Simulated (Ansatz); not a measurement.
## PbO2 as a host for Li

The calculation used DFT PBE+D3(BJ), scalar-relativistic, plane waves, PAW in Ansatz.

Settings: cutoff 420 eV, Γ-centred mesh 6×6×10 on the computed 6-atom cell, Gaussian smearing of 0.01 eV; no spin polarisation for the host; each changed cell takes a mesh and smearing chosen by its own gap and starts from the host's moments or customary ones, or runs without spin. Cells and atoms are relaxed to the nearest stationary point that keeps the symmetry of their start (forces under 0.02 to 0.04 eV/Å, stress under 0.1 to 0.2 GPa); energies are at zero smearing, without zero-point or thermal terms.

Relaxed host (gap on the mesh 0.08 eV):

```
CELL_PARAMETERS angstrom
5.02828 0.00000 0.00000
0.00000 5.02828 0.00000
0.00000 0.00000 3.44213
ATOMIC_POSITIONS crystal
Pb 0.00000 0.00000 0.00000
Pb 0.50000 0.50000 0.50000
O 0.30741 0.30741 0.00000
O 0.19259 0.80741 0.50000
O 0.69259 0.69259 0.00000
O 0.80741 0.19259 0.50000
```

Cases: (1) 1 Li in a 1×1×2 repeat of the cell, at (0.000 0.500 0.125) in fractions of that repeat, 2.02 Å from the nearest atom of the relaxed host; (2) 1 Li in a 1×1×2 repeat of the cell, at (0.722 0.889 0.250) in fractions of that repeat, 1.59 Å from the nearest atom of the relaxed host.

Task: Give the energy per Li taken from Li metal (negative: uptake is favourable), the mean voltage, the swelling and the final surroundings.

Result:
| case | formula | energy per Li (eV) | mean voltage (V) | ΔV (%) | principal strains (%) | nearest host atoms of the first Li | gap (eV) |
| --- | --- | --- | --- | --- | --- | --- | --- |
| 1 | LiPb4O8 | -3.03 | 3.03 | +6.4 | +3.2 +3.2 0.0 | 4 (O) from 1.92 Å | 0 |
| 2 | LiPb4O8 | -2.80 | 2.80 | +5.9 | +4.8 +2.0 -0.8 | 2 (O) from 1.88 Å | 0 |

Each ion keeps what symmetry its start has, so a lower place off a symmetric site can be missed, above all for H.

Voltages count 1 electron per Li and hold for the ions inside the host, not for its break-up into other phases.

Relaxed structure of case 1, the lowest per ion:

```
CELL_PARAMETERS angstrom
5.18787 0.00000 0.00000
0.00000 5.18787 0.00000
0.00000 0.00000 6.88352
ATOMIC_POSITIONS crystal
Pb 0.00000 0.00000 0.98622
Pb 0.00000 0.00000 0.49624
Pb 0.50000 0.50000 0.26378
Pb 0.50000 0.50000 0.75376
O 0.28711 0.32524 0.00832
O 0.30702 0.30193 0.50317
O 0.17476 0.78711 0.24168
O 0.19807 0.80702 0.74683
O 0.71289 0.67476 0.00832
O 0.69298 0.69807 0.50317
O 0.82524 0.21289 0.24168
O 0.80193 0.19298 0.74683
Li 0.00000 0.50000 0.12500
```

Spin-orbit coupling is left out. Spin polarisation was left out, and a magnetic state may lie lower.

Cost: 3 runs of about 6.7 core-minutes in all, on Arm Neoverse V2 (shared hosts).